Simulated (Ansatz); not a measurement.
Relaxed-ion elastic tensor of Sn₄Pt in space group Ccce (No. 68; Sn on 16i, Pt on 4b) in GPa (Voigt order), PBEsol in the plane-wave PAW code Ansatz; density 9.48 g/cm³, 23.48 Å³ per atom.

```
 138  48.7  44.1   0.0   0.0   0.0
48.7   109  46.1   0.0   0.0   0.0
44.1  46.1   131   0.0   0.0   0.0
 0.0   0.0   0.0  17.1   0.0   0.0
 0.0   0.0   0.0   0.0  53.4   0.0
 0.0   0.0   0.0   0.0   0.0  26.2
```

### Question
Is the crystal mechanically stable?

### Answer
Yes: the smallest eigenvalue of C is 17.1 GPa.

### Question
Work out the Voigt, Reuss and Hill averages.

### Answer
K_V = 72.9, K_R = 72.3, K_H = 72.6; G_V = 35.3, G_R = 30.0, G_H = 32.6 GPa.

### Question
Give Young's modulus, Poisson's ratio, Pugh's ratio and the universal anisotropy index.

### Answer
E = 9KG/(3K + G) = 85.1 GPa; ν = 0.30; K/G = 2.23 (ductile by the Pugh limit of 1.75); A_U = 5G_V/G_R + K_V/K_R − 6 = 0.89.

### Question
Estimate the sound speeds and the Debye temperature.

### Answer
v_l = √((K + 4G/3)/ρ) = 3500 m/s, v_t = √(G/ρ) = 1860 m/s, mean 2070 m/s; Θ = (h/k)(3n/4πV)^(1/3) v_m = 216 K.

### Question
Solve the Christoffel equation for the three sound speeds along x, y, z.

### Answer
Eigenvalues of C_ijkl n_j n_l equal ρv². In km/s, slowest first: x 1.66, 2.37, 3.81; y 1.34, 1.66, 3.39; z 1.34, 2.37, 3.72.

### Question
How much does each axis shrink under pressure?

### Answer
Linear compressibilities β_i = Σ_j S_ij (j = 1 to 3): x 3.9, y 5.6, z 4.3 per TPa.

The first step of the workflow began from a Materials Project structure, measured or hypothetical; the Crystallography Open Database files this formula in space group No. 68, but the cells were not matched. Whether it is the stable phase at ambient conditions was not checked. The cell was relaxed with PBEsol under the symmetry of its start; of distortions, only those at the zone centre were tested. The run is not spin-polarised. As this level gives no gap, shear constants depend on the k-mesh and smearing (Fermi–Dirac, 0.1 eV here). Scalar-relativistic: spin–orbit coupling is off unless named, which matters more the heavier the elements.

Potentials: the later of the program's two PAW sets.
